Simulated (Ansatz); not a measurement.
Al:
```cif
data_Al2
_chemical_formula_sum 'Al2'
_space_group_name_H-M_alt 'P 1'
_space_group_IT_number 1
_cell_length_a 2.83150
_cell_length_b 2.83150
_cell_length_c 4.61168
_cell_angle_alpha 90.000
_cell_angle_beta 90.000
_cell_angle_gamma 120.000
loop_
_space_group_symop_operation_xyz
  'x, y, z'
loop_
_atom_site_label
_atom_site_type_symbol
_atom_site_fract_x
_atom_site_fract_y
_atom_site_fract_z
_atom_site_occupancy
Al1 Al 0.66667 0.33333 0.75000 1
Al2 Al 0.33333 0.66667 0.25000 1
```

Relaxed with r²SCAN.

Question: Tabulate the valence density and the electron localisation function along the shortest Al–Al contact (2.83 Å), r²SCAN (plane waves, PAW; program Ansatz).

Answer: 

| distance from Al (Å) | density (e/Å³) | ELF |
|---|---|---|
| 0.28 | 0.07 | 0.07 |
| 0.42 | 0.08 | 0.02 |
| 0.57 | 0.12 | 0.07 |
| 0.71 | 0.16 | 0.26 |
| 0.85 | 0.20 | 0.48 |
| 0.99 | 0.22 | 0.59 |
| 1.13 | 0.22 | 0.62 |
| 1.27 | 0.21 | 0.61 |
| 1.41 | 0.21 | 0.61 |
| 1.55 | 0.21 | 0.61 |
| 1.70 | 0.22 | 0.62 |
| 1.84 | 0.22 | 0.59 |
| 1.98 | 0.20 | 0.48 |
| 2.12 | 0.16 | 0.26 |
| 2.26 | 0.12 | 0.07 |
| 2.40 | 0.08 | 0.02 |
| 2.54 | 0.07 | 0.07 |

The density is the valence pseudo-density with augmentation charge, so density and ELF within about 1 Å of a nucleus are not all-electron values.

Space group P6_3/mmc (hcp (Mg type)). The first step of the workflow began from a Materials Project structure, measured or hypothetical; the Crystallography Open Database copy checked does not list it. It is not the phase usual at ambient conditions (space group No. 225). Symmetry was held in the r²SCAN relaxation; of distortions, only those at the zone centre were tested.

Potentials: the later of the program's two PAW sets.
